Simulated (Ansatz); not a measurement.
Given:

Pt$_{3}$W:
```yaml
crystal:
  lattice:
    - [3.92282, 0.00000, 0.00000]
    - [0.00000, 3.92282, 0.00000]
    - [0.00000, 0.00000, 3.92282]
  atoms:
    - { symbol: Pt, position: [0.00000, 0.50000, 0.50000] }
    - { symbol: Pt, position: [0.50000, 0.50000, 0.00000] }
    - { symbol: Pt, position: [0.50000, 0.00000, 0.50000] }
    - { symbol: W, position: [0.00000, 0.00000, 0.00000] }
```

This is the PBEsol-relaxed structure.

Question: All from PBEsol (plane waves, PAW; program Ansatz), unless another level is named. Give the Debye temperature from the elastic constants.

Answer: 286 K.

Question: And the highest zone-centre frequency?

Answer: 161 cm⁻¹.

Space group Pm-3m (Cu3Au type). The cell is a constructed one: a structure type filled with these elements; neither database checked (COD, Materials Project) lists it. Its standing as an ambient phase is unchecked. The cell was relaxed with PBEsol under the symmetry of its start; whether a distortion lowers the energy is not shown. The run is not spin-polarised. As this level gives no gap, shear constants depend on the k-mesh and smearing (Fermi–Dirac, 0.1 eV here). As this level gives no gap, phonon frequencies hold no LO–TO term and depend on the k-mesh and smearing (Fermi–Dirac, 0.1 eV here). Scalar-relativistic: spin–orbit coupling is off unless named, which matters more the heavier the elements.

Potentials: the earlier of the program's two PAW sets. The files were generated under PBE; for other functionals the program regenerates the frozen cores, and for LDA and PBEsol the local potential too.
